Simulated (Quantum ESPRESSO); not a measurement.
# Computed records: Zn4SeS2O (made-up cell)

Calculation on a made-up crystal cell, not a measurement: periodic Kohn-Sham density functional theory in plane waves with PseudoDojo standard norm-conserving scalar-relativistic pseudopotentials, each functional with its own files (v0.5 for PBE, v0.4.1 for LDA and PBEsol), no spin polarisation, no spin-orbit coupling, atoms not relaxed, stress positive in tension, energies less a fixed whole-eV offset for each atom's element; levels are Kohn-Sham levels at fractions of this cell's reciprocal vectors, counted from the reference band (half the neutral cell's valence electrons, rounded up) at Gamma; error bars cover cutoff and k-mesh only, not smearing or the files; added strain carries the atoms with the cell, and shear is the tensor component; each bar is the largest change over components, and at least 0.002 eV, 0.002 eV per angstrom or 0.02 GPa; energies are for the whole cell, and the offsets were chosen from early runs and are not element reference energies. Program: Quantum ESPRESSO 7.5.

Zn4SeS2O (made-up cell)

```
Zn4SeS2O
1.0
      4.0616     0.0291     0.0387
      0.0504     7.0829     0.0323
      0.0632     0.0304     6.6267
Zn S Se S O
4 1 1 1 1
Direct
  0.00784 -0.00861 -0.01105
  0.49100 0.50788 0.00883
  0.52237 0.16394 0.49341
  -0.01712 0.66132 0.50466
  -0.00816 -0.00094 0.35910
  0.50271 0.49445 0.35716
  0.48435 0.15783 0.87518
  0.00003 0.67047 0.88573
```

- lattice type: wurtzite
- functional: pbe
- cutoff: 1170 eV
- fermi dirac smearing: 0.025 eV
- scf tolerance: 1e-07 eV
- electrons removed: 0
- k mesh: 4 x 4 x 4, shifted by half a step
- stress yy: withheld

Atoms:
| atoms element | atom site |
| --- | --- |
| Zn | 1 |
| Zn | 2 |
| Zn | 3 |
| Zn | 4 |
| S | 5 |
| Se | 6 |
| S | 7 |
| O | 8 |

To be estimated
1. What stress yy does the calculation give for Zn4SeS2O (made-up cell)?

Answers
1. 9.739 GPa

Further results for Zn4SeS2O (made-up cell):

- pressure: -8.769 GPa
- stress xx: 9.069 GPa
- stress zz: 7.498 GPa
- stress yz: 0.3391 GPa
- stress xz: 0.5104 GPa
- stress xy: 0.1177 GPa
- error bar stress: 0.1321 GPa
- error bar force: 0.006599 eV/Å
- error bars from: tighter rerun of this cell

Forces:
| site | x (eV/Å) | y (eV/Å) | z (eV/Å) |
| --- | --- | --- | --- |
| 1 | -0.3114 | -0.8394 | -0.2239 |
| 2 | -0.1485 | 0.6188 | -2.034 |
| 3 | -0.2903 | -0.5388 | 0.2341 |
| 4 | 0.2415 | 0.5938 | 0.6928 |
| 5 | 0.2632 | -0.3201 | 0.4834 |
| 6 | -0.164 | 0.2425 | 1.56 |
| 7 | 0.3499 | 0.2479 | -0.4519 |
| 8 | 0.05951 | -0.004762 | -0.2604 |
